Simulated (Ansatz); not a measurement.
**LaTiGe: relaxation (Ansatz)**

Launch command:

```bash
ansatz run input.yaml --threads 2 --pin off --max-ram 2560MiB --backend cpu --events-out ev --progress --plain --runs-dir out
```

The input file (Ansatz 0.2.0, plane waves):

```yaml
crystal:
  lattice:
    - [3.815615, 0.0, 0.0]
    - [0.0, 3.815615, 0.0]
    - [0.0, 0.0, 8.465322]
  atoms:
    - { symbol: Ti, position: [0.25, 0.25, 0.24875] }
    - { symbol: Ti, position: [0.75, 0.75, 0.75125] }
    - { symbol: Ge, position: [0.75, 0.25, 0.0] }
    - { symbol: Ge, position: [0.25, 0.75, 0.0] }
    - { symbol: La, position: [0.25, 0.25, 0.61556] }
    - { symbol: La, position: [0.75, 0.75, 0.38444] }
  symmetry: { tolerance: 0.0003 }
kpoints:
  mp_grid: { grid: [9, 9, 4], shift: [0, 0, 0] }
magnetization:
  spin_polarized: false
scf:
  occupations: { method: fermi_dirac }
  lower_state_search: "off"
hamiltonian:
  pseudopotentials: { kind: paw }
  xc: lda
basis:
  ecutwfc: 420
  fft_grid_basis: typed
relax:
  max_steps: 40
  f_tol: 0.03
output:
  forces: true
  stress: true
  eigenvalues: true
  bader: true
  populations: true
  elf: true
  write_potential: true
  volumetric_format: npy
  dos:
    e_range: [-12, 8]
    de: 0.05
    projected: { site_lists: { Ge: [Ge], La: [La], Ti: [Ti] } }
  write_density: true
checkpoint:
  read: saved_state
```

Origin of the cell: a known structure type with other elements, at an estimated volume, so it need not be a known compound.

The smearing width isn't typed, so it takes its default of 0.1 eV.

The saved state is a converged single point of the same cell.

Steps:

| step | ΔF (meV/atom) | max force component (eV/Å) | SCF iterations | step was |
| --- | --- | --- | --- | --- |
| 1 | 0.0 | 1.641 | 6 | accepted |
| 2 | -94.1 | 0.700 | 7 | accepted |
| 3 | -111.8 | 0.097 | 7 | accepted |
| 4 | -112.0 | 0.018 | 7 | accepted |

Before:

Space group P4/nmm (No. 129); the run's cell has a = 3.816 Å, b = 3.816 Å, c = 8.465 Å, α = 90.00°, β = 90.00°, γ = 90.00°. Shortest distances: Ge–Ge 2.70 Å, Ge–Ti 2.84 Å, La–Ti 2.93 Å, La–La 3.33 Å.

After:

Space group P4/nmm (No. 129); the run's cell has a = 3.816 Å, b = 3.816 Å, c = 8.465 Å, α = 90.00°, β = 90.00°, γ = 90.00°. Shortest distances: Ge–Ti 2.62 Å, Ge–Ge 2.70 Å, La–Ti 2.99 Å, La–La 3.56 Å.

```
CELL_PARAMETERS angstrom
3.81562 0.00000 0.00000
0.00000 3.81562 0.00000
0.00000 0.00000 8.46532
ATOMIC_POSITIONS crystal
Ti 0.25000 0.25000 0.21183
Ti 0.75000 0.75000 0.78817
Ge 0.75000 0.25000 0.00000
Ge 0.25000 0.75000 0.00000
La 0.25000 0.25000 0.63729
La 0.75000 0.75000 0.36271
```

```
Free energy lowered by  : 112.0 meV/atom
Final pressure          : 2.81 GPa
Relaxation steps listed : 4
Gap on the mesh         : none (metal)
```

Caveats: no moments, though an odd count or open d shells may carry them; no spin-orbit coupling, though heavy elements are present; the SCF threshold is looser than advised for a stress; the relaxation held the start's symmetry, so the end may be a saddle point.

Time: 110 s on 2 threads of Arm Neoverse N1 (shared host), peak memory 0.61 GiB, from a saved density.
